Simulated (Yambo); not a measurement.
A BSE run in Yambo for LiCl (rock salt, space group Fm-3m, No. 225) (LDA bands; 10×10×10 mesh, 3 valence and 4 conduction bands, static screening with 16 bands and a 4 Ry block, scissor 3.01 eV, Tamm-Dancoff; field along x) gives:

```tsv
state	energy (eV)	states within 2 meV	relative strength	class
1	8.73	3	1.00	strong
2	9.20	3	0.08	strong
3	9.21	3	< 0.01	dark
4	9.24	2	< 0.01	dark
5	9.40	3	< 0.01	weak
```

**Question.** What changes when the mesh is changed to 6×6×6 (with 3 valence and 6 conduction bands)?

**Answer.** The lowest state goes from 8.727 eV to 8.631 eV, and its distance below the direct gap from 0.879 eV to 0.975 eV. These are vertical excitations (zero momentum). The scissor comes from a G0W0 run whose convergence isn't established.

Geometry relaxed with LDA; primitive cell a = 3.510 Å, b = 3.510 Å, c = 3.510 Å, α = 60.00°, β = 60.00°, γ = 60.00°.
